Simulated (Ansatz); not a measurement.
HF on a (100) slab of Pt (Fm-3m (No. 225)), 4 planes, outer planes Pt (top) and Pt (bottom), 1 a cell of 30.9 Å², relaxed and still whole (its atoms last):

```yaml
crystal:
  lattice:
    - [5.55573, 0.00000, 0.00000]
    - [0.00000, 5.55573, 0.00000]
    - [0.00000, 0.00000, 23.89274]
  atoms:
    - { symbol: Pt, position: [0.25000, 0.25000, 0.33483] }
    - { symbol: Pt, position: [0.25000, 0.75000, 0.33483] }
    - { symbol: Pt, position: [0.75000, 0.25000, 0.33483] }
    - { symbol: Pt, position: [0.75000, 0.75000, 0.33483] }
    - { symbol: Pt, position: [0.50000, 0.50000, 0.41704] }
    - { symbol: Pt, position: [0.50000, 0.00000, 0.41704] }
    - { symbol: Pt, position: [0.00000, 0.50000, 0.41704] }
    - { symbol: Pt, position: [0.00000, 0.00000, 0.41704] }
    - { symbol: Pt, position: [0.75023, 0.74942, 0.49816] }
    - { symbol: Pt, position: [0.75049, 0.24909, 0.49823] }
    - { symbol: Pt, position: [0.25020, 0.74972, 0.49806] }
    - { symbol: Pt, position: [0.25037, 0.24947, 0.49818] }
    - { symbol: Pt, position: [0.00177, 0.99793, 0.57855] }
    - { symbol: Pt, position: [0.00078, 0.49978, 0.57832] }
    - { symbol: Pt, position: [0.49928, 0.99820, 0.57831] }
    - { symbol: Pt, position: [0.50161, 0.49816, 0.57860] }
    - { symbol: F, position: [0.79665, 0.18621, 0.69138] }
    - { symbol: H, position: [0.72770, 0.28484, 0.66324] }
```

Method: Ansatz, DFT PBE+D3(BJ), scalar-relativistic, plane waves, PAW. Cutoff 420 eV; k points 4×4×1 on the computed 18-atom cell (Γ-centred); Gaussian smearing, width 0.10 eV; no spin polarisation. The cell repeats along c with a dipole correction in the vacuum.

It binds with 0.23 eV a molecule against the clean slab and the free molecule (no zero-point or thermal terms); its shortest contact is H–Pt 2.66 Å. Take first-order desorption with no barrier to adsorption, no reaction on the face and an assumed prefactor of 10^13 s⁻¹.

Task: How long does a molecule stay at 573 K?

Result: τ = ν⁻¹·exp(E/k_BT) with k_BT = 0.0494 eV: E/k_BT = 4.7, so τ ≈ 1×10^-11 s. At about one hit a site a second (10⁻⁶ mbar) the coverage is near τ × 1 s⁻¹, so a layer needs more than atmospheric pressure.

Task: Where does its peak lie in a desorption experiment heated at 2 K/s?

Result: The peak obeys E/(k_B·T_p²) = (ν/β)·exp(−E/k_BT_p). Solving gives T_p ≈ 88 K (E/k_BT_p = 30.3). An error of 0.1 eV in E moves it by about 38 K, and larger molecules have larger prefactors, which lowers it.

Task: Is this physisorption or chemisorption?

Result: The tightest contact, H–Pt 2.66 Å, is 1.59 times the sum of covalent radii, and deformation and lateral interaction add up to +0.02 eV; about 0.02 e cross the plane between them. This is physisorption.